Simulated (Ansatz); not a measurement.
Sheets of one type (MA2Z4 (prismatic core, outer Z over the empty site)-type), DFT-r²SCAN+D4 in the program Ansatz with PAW potentials; HSE06 gaps on those cells.

```tsv
layer	a (Å)	thickness (Å)
NbGe2N4	3.052	7.30
MoGe2N4	2.993	7.31
VGe2N4	2.976	7.21
CrGe2N4	[?]	[?]
```

Complete the blanks.


- CrGe2N4, a (Å): 2.985
- CrGe2N4, thickness (Å): 7.16

Spin orders computed, not proven ground states: NbGe2N4, MA2Z4 (prismatic core, outer Z over the empty site)-type layer ferromagnetic; VGe2N4, MA2Z4 (prismatic core, outer Z over the empty site)-type layer ferromagnetic; CrGe2N4, MA2Z4 (prismatic core, outer Z over the empty site)-type layer ferromagnetic. All cells were relaxed under the symmetry of their starts (and spin orders); stability against distortions was not tested throughout. Rows with no word on spin ran without spin polarisation. Scalar-relativistic: spin–orbit coupling is off unless named, which matters more the heavier the elements. Constructed layers (a layer type filled with these elements): NbGe2N4, MA2Z4 (prismatic core, outer Z over the empty site)-type layer; MoGe2N4, MA2Z4 (prismatic core, outer Z over the empty site)-type layer; VGe2N4, MA2Z4 (prismatic core, outer Z over the empty site)-type layer; CrGe2N4, MA2Z4 (prismatic core, outer Z over the empty site)-type layer.

Potentials: the later of the program's two PAW sets.
